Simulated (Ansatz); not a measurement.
Cu$_{2}$O:
Space group Fd-3m, origin choice 1 (No. 227); a = b = c = 8.348 Å, α = β = γ = 90.00°

| atom | site | symmetry | x | y | z |
|---|---|---|---|---|---|
| O | 8b | -43m | 0.5000 | 0.5000 | 0.5000 |
| Cu | 16d | .-3m | 0.6250 | 0.6250 | 0.6250 |
(The calculation used a cell of 6 atoms; values per cell refer to that cell.)

Relaxed with PBEsol. 

Problem. HSE06 on this cell (Ansatz, a first-principles code, PAW) gives a gap of 2.66 eV. What does PBEsol give?

Solution. 1.09 eV.

Cost on shared cores: the PBEsol run (SCF on a 6×6×6 mesh, then bands and DOS) very roughly 50 core-seconds, the HSE06 run (SCF on 4×4×4, then a few points) around 3 core-minutes (rough); the tasks are unlike.

The start of the workflow was typed in or built on a structure type; neither database checked (COD, Materials Project) lists it. It is not the phase usual at ambient conditions (space group No. 224). Symmetry was held in the PBEsol relaxation; whether a distortion lowers the energy is not shown. The workflow began spin-polarised and lost its moments. No Hubbard U is applied.

Potentials: the later of the program's two PAW sets.

Ansatz is a plane-wave DFT program.
